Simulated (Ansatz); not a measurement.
# From the elastic tensor of CrB2 at 2 GPa (stress–strain coefficients) to moduli and sound speeds

Computed with DFT LDA, scalar-relativistic, plane waves, PAW in Ansatz. Settings: 420 eV plane-wave cutoff, Γ-centred 18×18×14 mesh, Fermi-Dirac smearing of 0.15 eV. No spin polarisation.

It takes space group P6/mmm (No. 191, hexagonal). Conventional cell: a = 2.942 Å, b = 2.942 Å, c = 2.854 Å, α = 90.00°, β = 90.00°, γ = 120.00°. Around Cr (site symmetry 6/mmm) lie 12 B at 2.22 Å. Around B (site symmetry -6m2) lie 3 B at 1.70 Å.

In a metal, frequencies and elastic constants depend on the k mesh and the smearing, soft modes and shear constants most. Spin polarisation was left out, and a magnetic state may lie lower.

Relaxed-ion constants (GPa, on the Cartesian axes of the calculation):
C11 = 650.1, C12 = 210.4, C13 = 219.9, C22 = 650.1, C23 = 219.9, C33 = 421.5, C44 = 201.7, C55 = 201.7, C66 = 219.8 GPa; the others vanish.

Density 5.716 g/cm³; 3 atoms in 21.39 Å³.

The values that follow are for a polycrystal of randomly turned grains, by Hill's mean where one number stands.

With S = C⁻¹: B_V = (C11+C22+C33+2(C12+C13+C23))/9, G_V = (C11+C22+C33−C12−C13−C23+3(C44+C55+C66))/15, 1/B_R = S11+S22+S33+2(S12+S13+S23), 15/G_R = 4(S11+S22+S33−S12−S13−S23)+3(S44+S55+S66); Hill is their mean. Then v_l = √((B+4G/3)/ρ), v_t = √(G/ρ), v_m = [(2/v_t³+1/v_l³)/3]^(−1/3) and Θ = (ħ/k_B)·v_m·(6π²n/V)^(1/3) for n atoms in the volume V; E = 9BG/(3B+G), ν = (3B−2G)/(2(3B+G)) and A^U = 5G_V/G_R + B_V/B_R − 6.

```json
{
  "Bulk modulus, Voigt / Reuss / Hill": "335.8 / 322.9 / 329.3 GPa",
  "Shear modulus, Voigt / Reuss / Hill": "196.1 / 188.1 / 192.1 GPa",
  "Young's modulus": "482 GPa",
  "Poisson ratio": "0.256",
  "Pugh ratio B/G": "1.71",
  "Universal anisotropy index": "0.25",
  "Longitudinal and transverse sound speeds": "10120 and 5797 m/s",
  "Debye temperature from the mean sound speed": "996 K"
}
```

Cost: 1 run of about 4 core-minutes, on Arm Neoverse V2 (shared hosts).